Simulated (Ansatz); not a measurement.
K2NaInP2 in space group Ibam (No. 72; K on 8j, Na on 4a, In on 4b, P on 8j), the program Ansatz at the r²SCAN level (PAW), all energies at zero smearing, with the estimated change up to a 700 eV cutoff added, with one set of potentials and settings (totals compare only within such a set). Cell of 12 atoms (4 K, 2 Na, 2 In, 4 P): -23414.498 eV.

| element | reference phase | E (eV/atom) |
|---|---|---|
| K | Im-3m, 1 atoms in the cell | -1542.4813 |
| Na | C2/m, 3 atoms in the cell | -1488.6146 |
| In | I4/mmm, 1 atoms in the cell | -5611.8204 |
| P | Cmce, 4 atoms in the cell | -759.1646 |

Formation energy per atom, worked out: (-23414.498 − 4×(-1542.4813) − 2×(-1488.6146) − 2×(-5611.8204) − 4×(-759.1646))/12 = -0.587 eV/atom (-57 kJ per mol of atoms), at 0 K, without zero-point energy or fitted corrections.

The workflow started from a Materials Project entry (that database holds measured and hypothetical structures alike); the Crystallography Open Database files this formula in space group No. 72, but the cells were not matched. Whether it is the stable phase at ambient conditions was not checked. Symmetry was held in the r²SCAN relaxation; whether a distortion lowers the energy is not shown. The references are the lowest solids computed at this level, not always the standard phases.

Potentials: the later of the program's two PAW sets.
